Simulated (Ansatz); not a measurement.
# YGe2Ru2: do energies and stresses tell the same story?

The calculation used DFT PBEsol, scalar-relativistic, plane waves, PAW in Ansatz.

Plane waves to 420 eV, a k mesh through Γ of 12×12×12 on the computed 5-atom cell and Gaussian smearing (0.10 eV); no spin polarisation.

Relaxed cell: I4/mmm, a = 4.204 Å, b = 4.204 Å, c = 9.799 Å, α = 90.00°, β = 90.00°, γ = 90.00°, 5 atoms in the primitive cell. Whether it is the stable form of this composition wasn't checked.

Energies at zero smearing and pressures from the stress tensor, at volumes with shape and atoms relaxed:
```
V (Å³/atom) E − E(first) (meV/atom) P (GPa)
     16.276                     0.00    10.64
     16.796                   -24.79     4.85
     17.315                   -32.45     0.00
     17.835                   -25.76    -4.06
     18.354                    -7.05    -7.44
```

Check P = −dE/dV between neighbouring volumes, and get the bulk modulus from the pressures alone.

With 1 eV/Å³ = 160.2 GPa:
| middle V (Å³/atom) | −ΔE/ΔV (GPa) | mean P (GPa) |
| --- | --- | --- |
| 16.536 | 7.647 | 7.742 |
| 17.056 | 2.363 | 2.425 |
| 17.575 | -2.064 | -2.029 |
| 18.094 | -5.770 | -5.748 |

The two differ by 0.10 GPa at most. The mean of two end pressures misses the average over a step by about ΔV² P″/12, up to 0.09 GPa here; with that taken off 0.03 GPa remains. The stress is the derivative of the free energy, not of the energy at zero smearing, and with free energies 0.00 GPa remains. Around V = 17.315 Å³/atom, the two neighbours give B = −V ΔP/ΔV = 17.315 × 8.91 / 1.039 = 148.5 GPa, against B0 = 147.0 GPa from the Birch–Murnaghan fit of the energies.

Cost: 6 runs of about 17 core-minutes in all, on Arm Neoverse V1 (shared hosts).